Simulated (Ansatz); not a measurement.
Ga2HCl3: do the settings matter for the field gradients?

Cell: an entry of the Crystallography Open Database (COD; perhaps a calculated or model structure), its atoms then relaxed with PBE in this cell.

Space group P2_1/c (No. 14); a = 5.7300, b = 6.7870, c = 14.8478 Å, β = 104.57°.

| site | Wyckoff | site symmetry | x | y | z |
| --- | --- | --- | --- | --- | --- |
| Ga1 | 4e | 1 | 0.9262 | 0.7668 | 0.9206 |
| Ga5 | 4e | 1 | 0.6487 | 0.6849 | 0.6464 |
| H | 4e | 1 | 0.8589 | 0.7958 | 0.0144 |
| Cl13 | 4e | 1 | 0.8098 | 0.4889 | 0.8435 |
| Cl17 | 4e | 1 | 0.3266 | 0.7795 | 0.9355 |
| Cl21 | 4e | 1 | 0.7812 | 0.9989 | 0.8128 |

One atom of each set is listed.

Reference run. Method: Kohn–Sham DFT in Ansatz, PBE, plane waves and PAW, scalar-relativistic, 420 eV cutoff, Γ-centred 5×4×2 k-points, Fermi–Dirac smearing 0.02 eV.

**Question.** The input is changed as follows: `scf.n_extra_bands`: not typed → 1; `scf.initial_density.chi_scale`: not typed → 0.3; `basis.ecutwfc`: not typed → 450 eV. What happens to V_zz (10²¹ V/m²) and η?

**Answer.** 

```csv
site,V_zz reference,η reference,V_zz changed,η changed
Ga1,-13.07,0.12,-13.07,0.12
Ga5,1.04,0.14,1.04,0.14
H,1.16,0.02,1.16,0.02
Cl13,15.43,0.20,15.42,0.20
Cl17,13.99,0.27,13.98,0.27
Cl21,13.17,0.22,13.17,0.22
```

No V_zz moves by more than 0.01.

On the reference run: The database positions were far from equilibrium, so the relaxed structure may not be the compound's real one.
